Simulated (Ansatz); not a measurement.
Cd4TeSe3:
```cif
data_Cd4Se3Te
_chemical_formula_sum 'Cd4 Te1 Se3'
_space_group_name_H-M_alt 'P 1'
_space_group_IT_number 1
_cell_length_a 4.41776
_cell_length_b 8.83636
_cell_length_c 6.21789
_cell_angle_alpha 90.000
_cell_angle_beta 90.000
_cell_angle_gamma 90.000
loop_
_space_group_symop_operation_xyz
  'x, y, z'
loop_
_atom_site_label
_atom_site_type_symbol
_atom_site_fract_x
_atom_site_fract_y
_atom_site_fract_z
_atom_site_occupancy
Cd1 Cd 0.00000 0.23837 0.00903 1
Cd2 Cd 0.00000 0.76163 0.00903 1
Cd3 Cd 0.50000 0.00000 0.50900 1
Cd4 Cd 0.50000 0.50000 0.47230 1
Te1 Te 0.00000 0.50000 0.75064 1
Se1 Se 0.50000 0.24177 0.25029 1
Se2 Se 0.50000 0.75823 0.25029 1
Se3 Se 0.00000 0.00000 0.74942 1
```

Relaxed with r²SCAN. Plane-wave PAW r²SCAN (Ansatz code) gives a gap of 0.85 eV.

Q: What gap does HSE06 give on the same cell (Ansatz, PAW)?

A: 1.26 eV, 0.41 eV more. The hybrid was solved on a coarser mesh and at special points; the gap given is the minimum over both.

```tsv
k	v1 r²SCAN	c1 r²SCAN	v1 HSE06	c1 HSE06
Γ	0.00	0.85	0.00	1.26
X	-0.69	3.12	-0.73	3.55
Z	-0.38	2.30	___	___
U	-0.68	2.26	___	___
Y	-0.02	2.39	___	___
S	-1.44	3.98	___	___
T	-0.41	2.86	-0.43	3.34
R	-1.16	3.59	-1.20	4.10
```

Q: Top valence (v1) and lowest conduction level (c1) in eV from each method's valence maximum (which need not be a listed point): supply the withheld HSE06 values.

A: 
- Y, v1 HSE06: -0.02
- Y, c1 HSE06: 2.84
- S, v1 HSE06: -1.50
- S, c1 HSE06: 4.48
- U, v1 HSE06: -0.72
- U, c1 HSE06: 2.71
- Z, v1 HSE06: -0.40
- Z, c1 HSE06: 2.75

Cost on shared cores: the r²SCAN run (SCF on a 6×3×5 mesh, then bands and DOS) very roughly 21 core-minutes, the HSE06 run (SCF on 4×2×3, then a few points) roughly 14 core-minutes; the tasks are unlike.

Space group Pmm2. The first step of the workflow began from a Materials Project structure, measured or hypothetical; the Crystallography Open Database copy checked does not list it. Whether it is the stable phase at ambient conditions was not checked. Symmetry was held in the r²SCAN relaxation; its stability against distortions is not shown here. Spin–orbit coupling is left out wherever it is not named.

Potentials: the later of the program's two PAW sets.
